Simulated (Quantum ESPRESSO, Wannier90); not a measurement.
## Tight-binding from DFT: MgSe (wurtzite)

```xyz
4
Lattice="4.2215 0.0000 0.0000 -2.1107 3.6559 0.0000 0.0000 0.0000 6.8167" Properties=species:S:1:pos:R:3 pbc="T T T"
Mg    -2.1107     1.2186     3.3968
Mg     2.1107    -1.2186    -0.0115
Se    -2.1107     1.2186    -0.8406
Se     2.1107    -1.2186     2.5678
```

Cell from Materials Project (mp-1018040), symmetrised, no further relaxation. Not found in the COD (Crystallography Open Database) copy used, which has the formula in other groups; not checked further. Computed values, not measurements, from LDA: Quantum ESPRESSO (norm-conserving PseudoDojo potentials, cutoff 69 Ry, no spin polarisation, no spin-orbit coupling) on a Γ-centred 4×4×4 mesh, then Wannier90. Density: 12×12×6 mesh, cold smearing 0.01 Ry. Spin-orbit coupling, left out, would split the p-like bands by a few tenths of an eV.

Functional, cutoff and mesh named above are those of the base row (69); the first column says what each row takes instead. Model: 8 functions from bands 19-26, start SCDM (isolated) (the valence bands). Energies are relative to the valence-band maximum; the misfit is to pw.x on a path, for all bands of the set. Only the plane-wave cutoff changes (density cutoff four times as high). Ω_total can sit in another minimum from row to row; Ω_I of an isolated set cannot.

| ecutwfc (Ry) | Ω_I (Å²) | Ω_total (Å²) | rms misfit (meV) | gap (eV) | ΔE to highest cutoff (meV/atom) | plane waves a k-point, about (cost) | rough cost of nscf and overlaps (first row = 1) |
|---|---|---|---|---|---|---|---|
| 35 | 10.69 | 12.34 | 17 | 1.957 | 70480.4 | 2500 | 1.0 |
| 43 | 10.86 | 12.55 | 17 | 2.195 | 23669.7 | 3400 | 1.3 |
| 52 | [?] | 12.64 | 17 | [?] | [?] | 4500 | 1.8 |
| 69 | 10.94 | 12.66 | 17 | 2.385 | 86.9 | 6900 | 2.8 |
| 86 | 10.94 | 12.66 | 18 | 2.388 | 0.4 | 9600 | 4 |
| 108 | 10.94 | 12.66 | 17 | 2.388 | 0.0 | 13000 | 5 |

Q: What belongs in the gaps?

A: 
- 52, Ω_I (Å²): 10.92
- 52, gap (eV): 2.330
- 52, ΔE to highest cutoff (meV/atom): 5154.7
